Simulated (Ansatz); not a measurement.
Zr (hcp, Mg type)

```
Zr
1.0
    3.18473     0.00000     0.00000
   -1.59237     2.75806     0.00000
    0.00000     0.00000     5.11724
Zr
2
Cartesian
  0.00000   1.83871   3.83793
  1.59237   0.91935   1.27931
```

The slice is a (-1 1 0 2) plane (indices of the conventional cell) through the point (0.667, 0.333, 0.250) (fractional), spanned by u = [110] and v = [1 -1 1] in vectors of this cell: u (3.18 Å) and v (7.52 Å, at 90° to u). It covers one period; positions are fractions (u, v).

Computed with PBEsol (plane waves to 420 eV, PAW, scalar-relativistic; Ansatz, a first-principles code). k mesh 17×17×9. Inside the PAW spheres the values are not all-electron values, and peaks at nuclei hang on which shells count as valence. The PAW data are Ansatz's earlier set. Zr is run without spin polarisation. Zr was relaxed with its symmetry unable to fall.

Three fields on this plane, each scaled to ten steps between its own extremes (0 low, 9 high; the total valence density on a logarithmic scale, the potential cut 8 eV below its top; x marks points blanked near nuclei; v = 0 in the bottom row):

Map A
```
|xxxxx52125xxxx|
|xxxx9310139xxx|
|xxxx5200025xxx|
|xx85200000258x|
|54321000001234|
|22110000000112|
|11100000000011|
|32210000000122|
|65421000001245|
|xx85210001258x|
|xxx842111248xx|
|xxxx6311136xxx|
|xxxx7322237xxx|
|xxxx7422247xxx|
|xxx953222359xx|
|xx96432223469x|
|76432222222346|
|22111222221112|
|00011223221100|
|00001233321000|
|00001233321000|
|00001233321000|
|00001233321000|
|00001223221000|
|00001122211000|
|11111122211111|
|54322222222234|
|xx85322222358x|
|xxxx6322236xxx|
|xxxx9422249xxx|
|xxxxx62226xxxx|
|xxxxx62126xxxx|
```

Map B
```
|xxxxx03530xxxx|
|xxxx0046400xxx|
|xxxx0367630xxx|
|xx00367876300x|
|00146899986410|
|44567999997654|
|55678999998765|
|33467899987643|
|00135788875310|
|xx00357875300x|
|xxx004676400xx|
|xxxx0367630xxx|
|xxxx0267620xxx|
|xxxx0367630xxx|
|xxx004787400xx|
|xx00257875200x|
|00024678764200|
|22345666665432|
|66666555556666|
|88765433345678|
|99865321235689|
|99875310135789|
|99875321235789|
|99876433346789|
|88776655566778|
|55566777776655|
|00135778775310|
|xx00257875200x|
|xxxx0367630xxx|
|xxxx0156510xxx|
|xxxxx04540xxxx|
|xxxxx03530xxxx|
```

Map C
```
|xxxxx00100xxxx|
|xxxx3002003xxx|
|xxxx0023200xxx|
|xx20014641002x|
|00002578752000|
|01135799975311|
|22346899986432|
|11124688864211|
|11001467641001|
|xx20024642002x|
|xxx201353102xx|
|xxxx0035300xxx|
|xxxx1146411xxx|
|xxxx1258521xxx|
|xxx313797313xx|
|xx31148984113x|
|11002589852001|
|00013566653100|
|22223333333222|
|55432111112345|
|87531000001357|
|98631000001368|
|99631000001369|
|88642111112468|
|55544433344455|
|11134667664311|
|00002689862000|
|xx20147974102x|
|xxxx1157511xxx|
|xxxx3135313xxx|
|xxxxx11311xxxx|
|xxxxx10101xxxx|
```

Assign the maps to these fields: electron localisation function (ELF); valence electron density; electrostatic potential energy of an electron, from the cell's mean.

A is the valence electron density; B is the electrostatic potential energy of an electron, from the cell's mean; C is the electron localisation function (ELF).
